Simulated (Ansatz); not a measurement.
SnO2:
```
SnO2
1.0
    4.76850     0.00000     0.00000
    0.00000     4.76850     0.00000
    0.00000     0.00000     3.21143
Sn O
2 4
Cartesian
  2.38425   2.38425   1.60572
  0.00000   0.00000   0.00000
  0.92370   3.84480   1.60572
  3.84480   0.92370   1.60572
  3.30795   3.30795   0.00000
  1.46055   1.46055   0.00000
```

Relaxed with PBEsol. Independent-particle spectrum: no excitons, no local fields, no scissors shift; 0.1 eV broadening; ε₁ of the summed bands alone.

**Question.** Tabulate the dielectric function from plane-wave PAW PBEsol (Ansatz code).

**Answer.** 

```
E (eV)  ε₁ xx  ε₂ xx  ε₁ zz  ε₂ zz
------  -----  -----  -----  -----
0.0      4.46   0.00   4.75   0.00
0.3      4.48   0.00   4.76   0.00
0.6      4.52   0.00   4.79   0.00
0.9      4.59   0.00   4.83   0.00
1.2      4.72   0.01   4.89   0.00
1.5      4.99   0.01   4.99   0.00
1.8      5.46   0.62   5.12   0.00
2.1      5.07   1.06   5.32   0.04
2.4      4.82   1.19   5.57   0.15
2.7      4.65   1.24   5.83   0.34
3.0      4.56   1.26   6.22   0.80
3.3      4.50   1.30   6.03   1.35
3.6      4.46   1.33   5.83   1.60
3.9      4.44   1.35   5.69   1.78
4.2      4.46   1.37   5.60   1.91
4.5      4.53   1.39   5.56   2.03
4.8      4.67   1.42   5.55   2.14
5.1      4.94   1.54   5.59   2.29
5.4      5.41   1.80   5.68   2.48
5.7      5.25   3.10   5.82   2.78
6.0      4.78   2.96   5.92   3.40
6.3      5.07   3.65   5.25   3.73
6.6      4.10   4.82   5.18   3.61
6.9      1.93   4.73   5.36   3.67
7.2      2.04   2.83   5.99   3.81
7.5      2.50   2.52   6.42   6.12
7.8      3.01   2.42   5.18   6.41
8.1      2.93   2.69   4.25   8.29
8.4      3.45   2.45   2.13   8.35
8.7      3.63   3.46  -0.33   6.50
9.0      3.27   3.77   0.25   5.49
9.3      3.02   4.64   0.32   5.26
9.6      1.19   4.80  -0.49   5.50
9.9      0.82   3.67  -0.75   3.90
10.2     0.94   3.21  -0.75   4.26
10.5     0.80   2.92  -0.75   2.86
10.8     1.11   2.36  -0.40   2.70
11.1     1.46   2.62  -0.26   2.29
11.4     1.26   2.72   0.04   2.17
11.7     1.12   2.10   0.27   1.64
12.0     1.60   2.23   0.99   1.89
```

With all bands, ε∞ without local fields is 4.70 (xx = yy), 4.99 (zz). DFPT, with local fields, gives 4.60 (xx = yy), 4.91 (zz).

Space group P4_2/mnm (rutile). The cell was relaxed with PBEsol under the symmetry of its start. Scalar-relativistic: spin–orbit coupling is off unless named, which matters more the heavier the elements.

Potentials: the earlier of the program's two PAW sets.
